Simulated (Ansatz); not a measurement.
An Ansatz (a quantum-chemistry and plane-wave program) run. Input:

Ansatz 0.2 input:
```yaml
crystal:
  lattice:
    - [0.0, 2.8318234033, 2.8318234033]
    - [2.8318234033, 0.0, 2.8318234033]
    - [2.8318234033, 2.8318234033, 0.0]
  atoms:
    - { symbol: Be, position: [0.5, 0.5, 0.5] }
    - { symbol: Te, position: [0.25, 0.25, 0.25] }
kpoints:
  mp_grid: { grid: [7, 7, 7] }
  band_path:
    path:
      - [[0.0, 0.0, 0.0], [0.5, 0.0, 0.5], [0.625, 0.25, 0.625]]  # Γ-X-U
      - [[0.375, 0.375, 0.75], [0.0, 0.0, 0.0], [0.5, 0.5, 0.5], [0.5, 0.25, 0.75], [0.5, 0.0, 0.5]]  # K-Γ-L-W-X
      - [VBM, CBM]
    npoints: 12
basis: { xc_grid: 2 }
hamiltonian:
  xc: pbe
  pseudopotentials: { kind: paw }
magnetization: { noncollinear: true, spin_orbit: true }
scf:
  n_extra_bands: 12
  convergence: { dr2_threshold: 0.0000000001 }
  occupations: { method: gaussian, width: 0.01 }
checkpoint: { write: soc.run }
output: { eigenvalues: true }
```

Output (shortened):

```
Pseudopotentials: kind: paw_fr
Pseudopotential: Be, paw_fr, valence charge 2
Pseudopotential: Te, paw_fr, valence charge 16
Functional definition: PBE
non-collinear run that drives no moment, with spin-orbit …
Crystal: 2 atoms, lattice volume = 45.418 Å³
Basis set: ecut = 420 eV, 893 PW (Γ), exchange–correlation on 54×54×54 points (8 copies of the dense FFT grid, shifted against one another)
Bands: 30, of which v1, the nominal top of the filled ones, is band 18 counted from 1 (17 counted from 0)
Symmetry: 24 space group operations + 24 with time reversal
k-points: 20 of 343 (time reversal used)
Projection manifold: j_resolved (fully-relativistic pseudo-atomic orbitals)
Initial density: superposition of atomic densities (chi_scale 0.1, normalization cell, long waves kept (reshape's long-wave potential 0.00 eV rms))
Initial wavefunctions: pseudopotential atomic-orbital guess
Eigensolver: davidson
Functional: x = pbe(κ = 0.804, μ = 0.2195149727645171), c = pbe(β = 0.06672455060314922)
SCF iter   1: F=—  HF=-7076.271218 eV  |F-HF|=—  |Δ(HF+E_count)|=         —  Δρ=2.90e-2  dr2=4.86e-1  dr2_m=0.00e0 (ungated)  ethr=3.10e-3  |M|=0.00e0 ∫|m|=0.00e0 μB  |m|>n=0.0e0 m-floor=0.0e0 τ_xc=0.0e0  β_m=0.30  ⟨swp⟩=8.7  Hψ=3711  notcnv=0  defer=23
all-band conjugate gradients solve this SCF's bands
preconditioner: auto → none
SCF iter   2: F=—  HF=-7076.174069 eV  |F-HF|=—  |Δ(HF+E_count)|=   9.71e-2  Δρ=1.79e-2  dr2=1.61e-1  dr2_m=0.00e0 (ungated)  ethr=2.70e-3  |M|=0.00e0 ∫|m|=0.00e0 μB  |m|>n=0.0e0 m-floor=0.0e0 τ_xc=0.0e0  β_m=0.50  ⟨swp⟩=1.9  Hψ=884  notcnv=0  defer=94
SCF iter   3: F=—  HF=-7076.142691 eV  |F-HF|=—  |Δ(HF+E_count)|=   3.14e-2  Δρ=3.20e-3  dr2=3.30e-3  dr2_m=0.00e0 (ungated)  ethr=8.94e-4  |M|=0.00e0 ∫|m|=0.00e0 μB  |m|>n=0.0e0 m-floor=0.0e0 τ_xc=0.0e0  β_m=0.59  ⟨swp⟩=2.4  Hψ=748  notcnv=0  defer=104
SCF iter   4: F=—  HF=-7076.143685 eV  |F-HF|=—  |Δ(HF+E_count)|=   9.95e-4  Δρ=5.98e-4  dr2=8.84e-5  dr2_m=0.00e0 (ungated)  ethr=1.83e-5  |M|=0.00e0 ∫|m|=0.00e0 μB  |m|>n=0.0e0 m-floor=0.0e0 τ_xc=0.0e0  β_m=0.76  ⟨swp⟩=2.4  Hψ=793  notcnv=0  defer=104
SCF iter   5: F=—  HF=-7076.143742 eV  |F-HF|=—  |Δ(HF+E_count)|=   5.69e-5  Δρ=1.02e-4  dr2=6.70e-6  dr2_m=0.00e0 (ungated)  ethr=4.91e-7  |M|=0.00e0 ∫|m|=0.00e0 μB  |m|>n=0.0e0 m-floor=0.0e0 τ_xc=0.0e0  β_m=0.64  ⟨swp⟩=3.0  Hψ=992  notcnv=0  defer=104
SCF iter   6: F=—  HF=-7076.143737 eV  |F-HF|=—  |Δ(HF+E_count)|=   5.39e-6  Δρ=2.27e-5  dr2=1.17e-7  dr2_m=0.00e0 (ungated)  ethr=3.72e-8  |M|=0.00e0 ∫|m|=0.00e0 μB  |m|>n=0.0e0 m-floor=0.0e0 τ_xc=0.0e0  β_m=0.68  ⟨swp⟩=2.0  Hψ=856  notcnv=0  defer=104
SCF iter   7: F=—  HF=-7076.143737 eV  |F-HF|=—  |Δ(HF+E_count)|=   6.05e-7  Δρ=4.60e-6  dr2=5.42e-9  dr2_m=0.00e0 (ungated)  ethr=6.52e-10  |M|=0.00e0 ∫|m|=0.00e0 μB  |m|>n=0.0e0 m-floor=0.0e0 τ_xc=0.0e0  β_m=0.84  ⟨swp⟩=2.0  Hψ=744  notcnv=0  defer=104
SCF iter   8: F=-7076.143737 eV  HF=-7076.143737 eV  |F-HF|=3.55e-11  |Δ(HF+E_count)|=   1.39e-8  Δρ=1.88e-7  dr2=1.17e-11  dr2_m=0.00e0 (ungated)  ethr=1.00e-12  |M|=0.00e0 ∫|m|=0.00e0 μB  |m|>n=0.0e0 m-floor=0.0e0 τ_xc=0.0e0  ⟨swp⟩=8.2  Hψ=2856  notcnv=0
SCF 1 converged in 8 iterations: F = -7076.143737 eV  dr2 = 1.17e-11
NSCF: frozen V_eff on 16 k-points
NSCF: frozen V_eff on 16 k-points
NSCF: frozen V_eff on 16 k-points
NSCF: frozen V_eff on 1 k-points
NSCF: frozen V_eff on 5 k-points
NSCF: frozen V_eff on 5 k-points
NSCF: frozen V_eff on 5 k-points
NSCF: frozen V_eff on 5 k-points
NSCF: frozen V_eff on 5 k-points
NSCF: frozen V_eff on 87 k-points
SCF converged after 8 iterations
Magnetization: |M| = 0.0000 μB,  M = (+0.0000, +0.0000, +0.0000) μB
Absolute magnetization: 0.0000 μB (∫|m|)
  site 0: m = (+0.0000, +0.0000, +0.0000) μB, |m| = 0.0000 μB  (R = 1.01 Å)
  site 1: m = (+0.0000, +0.0000, +0.0000) μB, |m| = 0.0000 μB  (R = 1.01 Å)
Free energy (F): -7076.143737 eV
Harris-Foulkes:  -7076.143737 eV  (|F-HF|=3.55e-11)
Internal energy: -7076.143737 eV  (E = F + TS)
E sigma→0 (E₀):  -7076.143737 eV
Fermi energy:    8.371555 eV
--- Per-component energies (eV) ---
  E_band       = -270.796733
  E_kinetic    = 199.672414
  E_local      = -1384.102936  (includes V_loc(G=0)·N_el)
  E_nonlocal   = -304.657991
  E_hartree    = 862.702570
  E_xc         = -143.333309
  E_vxc        = -124.023433  (∫ρ·V_xc dr)
  E_paw        = -4725.786627  (= ΣΔE_a)
  E_vpaw       = -383.089786  (= ΣTr[D̂ρ^β])
  E_aug_tail   = -0.000188  (compensation charges beyond the density's cutoff)
  E_ewald      = -1580.637670
  E_smearing   =  0.000000  (= −TS)
  E_closure    = 0.000000  (closes the sum)
  Σ components = -7076.143737   (vs F -7076.143737, Δ=0.00e0)
  [band-id]    e_kinetic+e_local+e_nonlocal+2·e_hartree+e_vxc+e_vpaw+e_augmentation_tail = -270.796780   (vs E_band -270.796733, Δ=-4.70e-5)
--- Band table (eV; the first three rows and the last of 20) ---
  k-point 0: bands = ["-29.8369", "-29.8369", "-29.8369", "-29.8369", "-28.3789", "-28.3789", "-28.3713", "-28.3713", "-28.3713", "-28.3713", "-4.9888", "-4.9888", "6.5417", "6.5417", "7.4773", "7.4773", "7.4773", "7.4773", "10.7892", "10.7892", "10.8513", "10.8513", "10.8513", "10.8513", "10.8953", "10.8953", "15.4708", "15.4708", "17.5977", "17.5977"]
  k-point 1: bands = ["-29.8369", "-29.8367", "-29.8364", "-29.8364", "-28.3784", "-28.3784", "-28.3714", "-28.3714", "-28.3709", "-28.3707", "-4.8019", "-4.8019", "5.4848", "5.4848", "6.6974", "6.6974", "7.1701", "7.1713", "10.6776", "10.6776", "11.1996", "11.1996", "11.2832", "11.2941", "12.5074", "12.5074", "15.9892", "15.9892", "16.4711", "16.4915"]
  k-point 2: bands = ["-29.8366", "-29.8365", "-29.8353", "-29.8353", "-28.3772", "-28.3772", "-28.3714", "-28.3714", "-28.3696", "-28.3694", "-4.3051", "-4.3051", "3.3819", "3.3819", "6.1588", "6.1588", "6.6679", "6.6694", "10.4151", "10.4151", "11.7188", "11.7188", "11.8108", "11.8249", "14.5741", "14.5741", "16.2432", "16.2432", "16.4669", "16.4669"]
  k-point 19: bands = ["-29.8354", "-29.8351", "-29.8347", "-29.8343", "-28.3756", "-28.3751", "-28.3700", "-28.3698", "-28.3692", "-28.3690", "-3.2254", "-3.2254", "2.4561", "2.7664", "3.1891", "3.5815", "4.5305", "4.6271", "11.1199", "11.2029", "13.1191", "13.2066", "13.3754", "13.4636", "13.8555", "14.0430", "16.8789", "17.1009", "18.5060", "18.5552"]
  band table: 30 of 30 bands, residual norms ≤ 1.0e-3 eV
```

Cost: roughly 20 core-seconds on shared cores.

Space group F-43m (zinc blende). The cell was relaxed with PBE under the symmetry of its start; of distortions, only those at the zone centre were tested. The volume moved by 30 % from the start of the relaxation.

Potentials: the later of the program's two PAW sets.

Ansatz is a plane-wave DFT program.
